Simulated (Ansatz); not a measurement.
SiC:
```yaml
crystal:
  lattice:
    - [3.12757, 0.00000, 0.00000]
    - [-1.56379, 2.70856, 0.00000]
    - [0.00000, 0.00000, 4.97926]
  atoms:
    - { symbol: Si, position: [0.33333, 0.66667, 0.25000] }
    - { symbol: Si, position: [0.66667, 0.33333, 0.75000] }
    - { symbol: C, position: [0.33333, 0.66667, 0.75000] }
    - { symbol: C, position: [0.66667, 0.33333, 0.25000] }
```

Relaxed with r²SCAN+D4. Special points in fractions of this cell's reciprocal vectors: Γ (0.000, 0.000, 0.000); M (0.500, 0.000, 0.000); K (0.333, 0.333, 0.000); A (0.000, 0.000, 0.500); L (0.500, 0.000, 0.500); H (0.333, 0.333, 0.500).

Question: List the band energies nearest the valence-band maximum at these points for DFT-r²SCAN+D4 in the program Ansatz with PAW potentials.

Answer: In eV from the valence-band maximum; about four levels below and three above (degenerate sets whole), none deeper than 8.9 eV; points with the same levels are listed once.

```csv
k,below,above
Γ,-4.57 -4.57 -3.31 -3.31 0.00,2.18 3.97 4.44 4.44
M,-6.70 -6.44 -4.52 -4.18,0.33 3.42 4.26
K,-6.99 -5.22 -5.22,2.07 6.08 6.26 6.26
A,-3.98 -3.98 -3.98 -3.98,3.51 3.51 5.03 5.03 5.03 5.03
L,-5.61 -5.61 -3.17 -3.17,1.61 1.61 2.11 2.11
H,-8.50 -8.50 -2.36 -2.36,1.62 1.62 5.37 5.37
```

Space group P6_3/mmc. The start of the workflow was typed in or built on a structure type; neither database checked (COD, Materials Project) lists it. It is not the phase usual at ambient conditions (space group No. 186, 216). The r²SCAN+D4 relaxation kept the symmetry of its start; its stability against distortions is not shown here. The volume moved by -46 % from the start of the relaxation. Its formation energy is positive at this level, so the cell may be metastable or incomplete.

Potentials: the later of the program's two PAW sets.
